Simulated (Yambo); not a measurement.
Given:

```
BN
1.0
    2.50675     0.00000     0.00000
   -1.25337     2.17090     0.00000
    0.00000     0.00000    16.90000
B N
2 2
Direct
  0.66667   0.33333   0.90066
  0.33333   0.66667   0.09934
  0.33333   0.66667   0.90057
  0.66667   0.33333   0.09943
```

Workflow: norm-conserving PBE (Quantum ESPRESSO, 84 Ry, without SOC), then G0W0 in Yambo (12×12×1 Γ-centred k mesh, 60 bands and a 6 Ry block in the screening, 60 bands in G with the Bruneval-Gonze terminator, plasmon pole fitted at 27.2 eV, slab-truncated Coulomb interaction, stochastic integration of W near q = 0).

Question: Give the PBE and G0W0 gaps between the band edges found on this mesh, and say where the edges lie.

Answer: Edges: K → M. PBE: 4.54 eV; G0W0: 6.61 eV. Among the k points computed, the smallest G0W0 gap is 6.46 eV, K → Γ. Convergence of the G0W0 settings was not tested. 

Geometry relaxed with PBE+D3(BJ).
